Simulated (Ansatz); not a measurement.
The cell is COD entry 4344519, as deposited and not checked against the literature; nothing was relaxed.

An input for YCl and the output that it gave: DFT, PBEsol, all-electron LAPW, scalar-relativistic (Ansatz 0.2.0).

Command: `ansatz run input.yaml --threads 1 --pin off --max-ram 4096MiB --backend cpu --events-out ev --progress --plain --runs-dir out` The run took 100 s on 1 thread of Arm Neoverse V2, with other jobs on the host, peak memory 0.6 GiB.

```yaml
crystal:
  lattice:
    - [1.876150623, 1.0831960672, 9.175]
    - [-1.876150623, 1.0831960672, 9.175]
    - [0.0, -2.1663921344, 9.175]
  atoms:
    - { symbol: "Y", position: [0.21683, 0.21683, 0.21683] }
    - { symbol: "Y", position: [0.78317, 0.78317, 0.78317] }
    - { symbol: Cl, position: [0.3883, 0.3883, 0.3883] }
    - { symbol: Cl, position: [0.6117, 0.6117, 0.6117] }
kpoints:
  mp_grid: { grid: [8, 8, 8] }
  band_path:
    path:
      - [0.0, 0.0, 0.0]
      - [0.5, 0.5, 0.5]
      - [0.8240413003, 0.1759586997, 0.5]
      - [0.5, -0.1759586997, 0.1759586997]
      - [0.5, 0.0, 0.0]
      - [0.0, 0.0, 0.0]
      - [0.3379793498, -0.3379793498, 0.0]
      - [0.6620206502, 0.0, 0.3379793498]
      - [0.5, 0.0, 0.5]
    npoints: 14
scf:
  occupations: { method: fermi_dirac, width: 0.02 }
hamiltonian:
  xc: pbesol
  pseudopotentials: { kind: all_electron, lapw: { basis_error: 0.001 } }
output:
  forces: true
  stress: true
  eigenvalues: true
  populations: true
  dos: { projected: true, de: 0.2, e_range: [-14, 8] }
```

What the program printed:

```
Y: projections on atomic orbitals take those of the free atom 1s2 2s2 2p6 3s2 3p6 3d10 4s2 4p6 4d1 5s2, of charge +0.00 (hamiltonian.pseudopotentials.projection_atoms)
Cl: projections on atomic orbitals take those of the free atom 1s2 2s2 2p6 3s2 3p5, of charge +0.00 (hamiltonian.pseudopotentials.projection_atoms)
LAPW: plane waves up to 7.181 Å⁻¹, error target 1.0e-3 eV per atom; small_component_spin mean_spin; Cl in spheres of 1.296 Å, 15 of its electrons in bands, Dirac shells []; Y in spheres of 1.454 Å, 27 of its electrons in bands, Dirac shells []
Engine: ansatz 0.2.0
Pseudopotentials: kind: all_electron
Pseudopotential: Y, LAPW, valence charge 27, Koelling and Harmon's equation, gaussian nucleus
Pseudopotential: Cl, LAPW, valence charge 15, Koelling and Harmon's equation, gaussian nucleus
Functional definition: PBEsol
  exchange = pbesol_x
  correlation = pbesol_c
Crystal: 4 atoms, lattice volume = 111.875 Å³
Basis set: ecut = 196.4463723683877 eV, 723 PW (Γ), FFT grids on a1−a3, a2−a3, a3, exchange–correlation at level 2
Bands: 51, of which v1, the nominal top of the filled ones, is band 42 counted from 1 (41 counted from 0)
Symmetry: 12 space group operations
Space group: R-3m (ITA 166), of the structure as read, at distance tolerance 4.8e-5 Å
k-points: 65 of 512
Non-local potential: Y, projectors of the file, none
Non-local potential: Cl, projectors of the file, none
Initial density: superposition of atomic densities (chi_scale 0.1, normalization cell, long waves of neutral atoms (reshape's long-wave potential 4.03 eV rms, cloud 2.92 Å wide))
Initial wavefunctions: plane waves of lowest kinetic energy (no species holds an atomic orbital)
Functional: x = pbesol(κ = 0.804, μ = 0.12345679012345678), c = pbesol(β = 0.046)
iter 1 solved again at ethr=2.20e-3 eV; its pass at ethr=1.00e-1 eV (dr2=1.85e0 eV) is discarded
SCF iter   1: F=—  HF=-209216.538818 eV  |F-HF|=—  |Δ(HF+E_count)|=         —  Δρ=2.13e-2  dr2=1.85e0  ethr=2.20e-3  ⟨swp⟩=2.0  Hψ=20157  notcnv=0
preconditioner: auto → LDOS  [metal: Δε(μ)=0.001 eV  Ē_g=9.342 eV  σ=0.020 eV  W_gap=0.01  n_scr=36 (ndim 8)  ℏωp=15.7 eV  f_vac=0.115  D(μ)=17.85/eV (n_scr^D=302)  β→1.0]
SCF iter   2: F=—  HF=-209216.146482 eV  |F-HF|=—  |Δ(HF+E_count)|=   3.92e-1  Δρ=1.21e-2  dr2=2.42e-1  ethr=2.20e-3  ⟨swp⟩=3.0  Hψ=11351  notcnv=0
SCF iter   3: F=—  HF=-209216.119663 eV  |F-HF|=—  |Δ(HF+E_count)|=   2.68e-2  Δρ=5.70e-3  dr2=2.69e-1  ethr=2.88e-4  ⟨swp⟩=3.0  Hψ=11454  notcnv=0
SCF iter   4: F=—  HF=-209216.100904 eV  |F-HF|=—  |Δ(HF+E_count)|=   1.88e-2  Δρ=3.85e-3  dr2=1.26e-1  ethr=2.88e-4  ⟨swp⟩=2.0  Hψ=9705  notcnv=0
SCF iter   5: F=—  HF=-209216.086956 eV  |F-HF|=—  |Δ(HF+E_count)|=         —  Δρ=2.11e-3  dr2=2.67e-2  ethr=1.50e-4  ⟨swp⟩=2.7  Hψ=10118  notcnv=0
the basis was enlarged: its passes take 576.0 KiB over the memory plan, 1 of 1 planned eigensolver slots
iter 6 solved again at ethr=1.99e-6 eV; its pass at ethr=3.18e-5 eV (dr2=1.67e-3 eV) is discarded
SCF iter   6: F=—  HF=-209216.081402 eV  |F-HF|=—  |Δ(HF+E_count)|=   5.55e-3  Δρ=1.08e-3  dr2=1.66e-3  ethr=1.99e-6  ⟨swp⟩=2.0  Hψ=17386  notcnv=0
SCF iter   7: F=—  HF=-209216.081232 eV  |F-HF|=—  |Δ(HF+E_count)|=   1.70e-4  Δρ=5.06e-4  dr2=1.27e-4  ethr=1.98e-6  ⟨swp⟩=2.9  Hψ=10156  notcnv=0
SCF iter   8: F=—  HF=-209216.081194 eV  |F-HF|=—  |Δ(HF+E_count)|=   3.83e-5  Δρ=2.41e-4  dr2=2.08e-5  ethr=1.51e-7  ⟨swp⟩=3.0  Hψ=10130  notcnv=0
SCF iter   9: F=—  HF=-209216.081196 eV  |F-HF|=—  |Δ(HF+E_count)|=   1.71e-6  Δρ=8.05e-5  dr2=3.26e-6  ethr=2.47e-8  ⟨swp⟩=3.0  Hψ=10160  notcnv=0
SCF iter  10: F=—  HF=-209216.081195 eV  |F-HF|=—  |Δ(HF+E_count)|=   4.10e-7  Δρ=3.49e-5  dr2=4.53e-7  ethr=3.88e-9  ⟨swp⟩=3.0  Hψ=10124  notcnv=0
SCF iter  11: F=-209216.081195 eV  HF=-209216.081195 eV  |F-HF|=3.25e-8  |Δ(HF+E_count)|=   1.05e-7  Δρ=1.29e-5  dr2=5.81e-8  ethr=5.40e-10  ⟨swp⟩=2.9  Hψ=10100  notcnv=0
SCF 1 converged in 11 iterations: F = -209216.081195 eV  dr2 = 5.81e-8
NSCF: frozen V_eff on 113 k-points
SCF converged after 11 iterations
Free energy (F): -209216.081195 eV
Harris-Foulkes:  -209216.081195 eV  (|F-HF|=3.25e-8)
Internal energy: -209216.061302 eV  (E = F + TS)
E sigma→0 (E₀):  -209216.071248 eV
Entropy (-TS):   -0.019894 eV (-4.973 meV/atom)
Fermi energy:    8.530434 eV
--- Per-component energies (eV) ---
  E_band       = -9362.269287
  E_kinetic    = 215080.853104
  E_xc         = -7358.033184
  E_electrostatic = -416938.881221  (all electrons and nuclei)
  E_smearing   = -0.019894  (= −TS)
  E_closure    = 0.000000  (closes the sum)
  E_atoms      = -209196.326846  (free atoms, spherical and without spin; not in F)
  Σ components = -209216.081195   (vs F -209216.081195, Δ=0.00e0)
  Basis errors (estimates in eV, not in F): energy 3.8e-4 per atom: plane waves 3.4e-4 (1.9e-4 summed), levels above the bands 4.6e-93, relativity 3.8e-8, radial functions 3.6e-5, core shells 7.1e-7; eigenvalues (radial functions only) 2.3e-6; not estimated: angular momenta, meshes, grids; target (lapw.basis_error) 1.0e-3; muffin-tin radii Cl 1.296 Å, Y 1.454 Å
--- Forces (eV/Å), atoms counted from 1 ---
  atom   1  Y      0.00000000     0.00000000     0.12104212
  atom   2  Y      0.00000000    -0.00000000    -0.12104212
  atom   3  Cl     0.00000000     0.00000000     0.00126773
  atom   4  Cl     0.00000000     0.00000000    -0.00126773
  max |Σ_I F_I| component: 0.00e0 eV/Å
--- Stress (GPa, compression-positive) ---
       -1.477890       0.000000      -0.000000
        0.000000      -1.477890       0.000000
       -0.000000       0.000000       0.930675
  P = ⅓ Tr σ = -0.6750 GPa (-6.750 kbar)
--- Band table (eV; the first three rows and the last of 65) ---
  k-point 0: bands = ["-272.3816", "-272.3816", "-272.3816", "-272.3816", "-272.3589", "-272.3589", "-238.4718", "-238.4718", "-177.6814", "-177.6814", "-177.6814", "-177.6814", "-177.6782", "-177.6782", "-137.2567", "-137.2567", "-137.2567", "-137.2567", "-137.2420", "-137.2420", "-137.2420", "-137.2420", "-137.2334", "-137.2334", "-34.1771", "-34.1366", "-14.4038", "-14.1091", "-14.0760", "-14.0760", "-14.0214", "-14.0214", "-8.0370", "-7.8348", "2.6231", "3.6360", "4.2765", "4.2765", "4.3930", "4.3930", "6.4931", "8.6008", "10.2731", "10.2731", "10.5396", "10.8295", "10.8295", "11.4504", "11.4504", "11.7936", "12.3176"]
  k-point 1: bands = ["-272.3816", "-272.3816", "-272.3816", "-272.3816", "-272.3589", "-272.3589", "-238.4718", "-238.4718", "-177.6814", "-177.6814", "-177.6814", "-177.6814", "-177.6782", "-177.6782", "-137.2567", "-137.2567", "-137.2567", "-137.2567", "-137.2420", "-137.2420", "-137.2420", "-137.2420", "-137.2334", "-137.2334", "-34.1719", "-34.1341", "-14.3814", "-14.1766", "-14.0898", "-14.0790", "-14.0506", "-14.0291", "-7.9919", "-7.8090", "2.7630", "3.6924", "4.0076", "4.0547", "4.2260", "4.3611", "6.7540", "8.5295", "9.8101", "10.3586", "10.5880", "10.9218", "11.0226", "11.3049", "11.6451", "11.9733", "12.5533"]
  k-point 2: bands = ["-272.3816", "-272.3816", "-272.3816", "-272.3816", "-272.3589", "-272.3589", "-238.4718", "-238.4718", "-177.6814", "-177.6814", "-177.6814", "-177.6814", "-177.6782", "-177.6782", "-137.2567", "-137.2567", "-137.2567", "-137.2567", "-137.2420", "-137.2420", "-137.2420", "-137.2420", "-137.2334", "-137.2334", "-34.1589", "-34.1287", "-14.3359", "-14.2895", "-14.1960", "-14.1218", "-14.0487", "-14.0465", "-7.8841", "-7.7491", "3.0208", "3.3858", "3.5171", "3.8705", "4.1137", "4.2693", "7.1783", "8.4489", "9.0959", "10.2533", "10.6296", "11.3241", "11.6038", "11.6750", "12.1288", "12.3391", "13.1276"]
  k-point 64: bands = ["-272.3816", "-272.3816", "-272.3816", "-272.3816", "-272.3589", "-272.3589", "-238.4718", "-238.4718", "-177.6814", "-177.6814", "-177.6814", "-177.6814", "-177.6782", "-177.6782", "-137.2567", "-137.2567", "-137.2567", "-137.2567", "-137.2420", "-137.2420", "-137.2420", "-137.2420", "-137.2334", "-137.2334", "-34.1771", "-34.1366", "-14.4026", "-14.1106", "-14.0760", "-14.0760", "-14.0214", "-14.0214", "-8.0139", "-7.8585", "2.8025", "3.3411", "4.3043", "4.3043", "4.3642", "4.3642", "6.8820", "8.2945", "10.2357", "10.2357", "10.4269", "10.8835", "10.8835", "11.4260", "11.4260", "11.5250", "12.7670"]
--- Löwdin populations: 4 sites ---
  site symbol       q [e]
     0      Y     38.6546
     1      Y     38.6546
     2     Cl     17.2262
     3     Cl     17.2262
  spilling = 0.002130 (of n_electrons = 112.000000)
```
